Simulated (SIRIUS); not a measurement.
Band structure of Mo (Im-3m, 1 atom in the cell; from Materials Project mp-129).

```yaml
crystal:
  lattice:
    - [-1.58381, 1.58381, 1.58381]
    - [1.58381, -1.58381, 1.58381]
    - [1.58381, 1.58381, -1.58381]
  atoms:
    - { symbol: Mo, position: [0.00000, 0.00000, 0.00000] }
```

Level of theory: PBE, GBRV PBE ultrasoft pseudopotentials (plane waves; SIRIUS).

Settings: parameters.ngridk = 10 10 10; parameters.xc_functionals = [XC_GGA_X_PBE, XC_GGA_C_PBE]; parameters.gk_cutoff = 6.325 1/bohr; parameters.pw_cutoff = 14.143 1/bohr; parameters.smearing = gaussian; parameters.smearing_width = 0.00367493 Ha; potentials = GBRV PBE ultrasoft pseudopotentials; parameters.electronic_structure_method = pseudopotential; parameters.num_bands = 13; parameters.num_mag_dims = 0; parameters.num_dft_iter = 100; parameters.energy_tol = 1e-07 Ha; parameters.density_tol = 1e-06; mixer.type = broyden2.

The structure comes from a collection of computed structures, made at another level of theory; the collection holds predicted forms beside known ones. No clean gap shows at this smearing width and mesh (spacing up to 0.28 Å⁻¹); the mesh is coarse for partly filled bands, so the values carry mesh errors.

Points are given in units of this cell's reciprocal vectors. Levels in eV from the Fermi level, bands 4 to 11:
```json
[
 {"point": "Γ (0 0 0)", "4": "-34.69", "5": "-7.29", "6": "-1.43", "7": "-1.43", "8": "-1.43", "9": "1.53", "10": "1.53", "11": "14.62"},
 {"point": "H (0.5 -0.5 0.5)", "4": "-35.61", "5": "-5.41", "6": "-5.41", "7": "3.79", "8": "3.79", "9": "3.79", "10": "8.82", "11": "8.82"},
 {"point": "N (0 0 0.5)", "4": "-34.70", "5": "-5.32", "6": "-3.42", "7": "1.44", "8": "1.55", "9": "2.17", "10": "4.53", "11": "11.27"},
 {"point": "P (0.25 0.25 0.25)", "4": "-35.36", "5": "-2.69", "6": "-2.69", "7": "-2.69", "8": "2.29", "9": "2.29", "10": "9.30", "11": "11.26"}
]
```

3 bands cross the Fermi level along this path, so the cell has no gap at this level.
